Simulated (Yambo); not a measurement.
```
SrAgO2
1.0
    3.61517    -4.76642     0.00000
    3.61517     4.76642     0.00000
   -0.04543     0.00000     3.58840
O Sr Ag
4 2 2
Cartesian
  3.59245   2.06348   1.79420
  3.59245  -2.06348   1.79420
  5.38049   0.00000   2.80699
  1.80442   0.00000   0.78141
  1.80758   2.38321   0.00000
  1.80758  -2.38321   0.00000
 -0.02272   0.00000   1.79420
  3.59245   0.00000   1.79420
```

SrAgO2 (space group C2/m, No. 12): mean Im ε in 1 eV windows above the direct gap of 1.70 eV, for different electron-hole kernels (Yambo, broadening 0.15 eV, PBEsol (pw.x of Quantum ESPRESSO, ONCV potentials, without SOC) bands; 4×4×4 mesh, 21 valence and 6 conduction bands, static screening with 86 bands and a 3 Ry block, scissor 0.76 eV, Tamm-Dancoff; field along x).

```tsv
window (eV)	independent quasiparticles	RPA (no attraction)	BSE
1.7 to 2.7	5.1	3.9	6.0
2.7 to 3.7	7.2	6.5	7.3
3.7 to 4.7	3.3	3.8	3.4
4.7 to 5.7	3.3	3.6	4.1
5.7 to 6.7	3.5	4.0	2.9
```

This run doesn't resolve bound excitons or single peaks, so only averages are given, and they too depend on the mesh; weight that the attraction moves below the gap isn't listed. All transitions below 7.34 eV are in the band window. The scissor comes from a G0W0 run whose convergence isn't established.

Spin-orbit splittings are left out.

Geometry of the Materials Project entry, not relaxed at this level.

The structure is a Materials Project entry; no match was found in the copy of COD used, and its stability was not checked.
